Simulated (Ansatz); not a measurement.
## Pt (dhcp): energy against volume

Level of theory: Ansatz 0.2.0, DFT, LDA (PW92), plane waves (420 eV) with PAW, scalar-relativistic. (PAW data from PBE, frozen cores regenerated.)

The cell is scaled uniformly from the relaxed one, with fractional coordinates and shape fixed. Energies are extrapolated to zero smearing, pressures are those at the given smearing. Magnetic state: spin not included.

A Birch-Murnaghan fit gives V₀ = 14.79 Å³/atom, B₀ = 304 GPa, B₀′ = 5.3.

Task: What are the energy above the minimum and the pressure at 13.038 Å³/atom?

Result: 258.4 meV/atom and 54.19 GPa as computed.

Task: What are the energy above the minimum and the pressure at 13.631 Å³/atom?

Result: 103.3 meV/atom and 31.44 GPa as computed.

Task: What are the energy above the minimum and the pressure at 16.594 Å³/atom?

Result: 163.3 meV/atom and -25.30 GPa as computed.
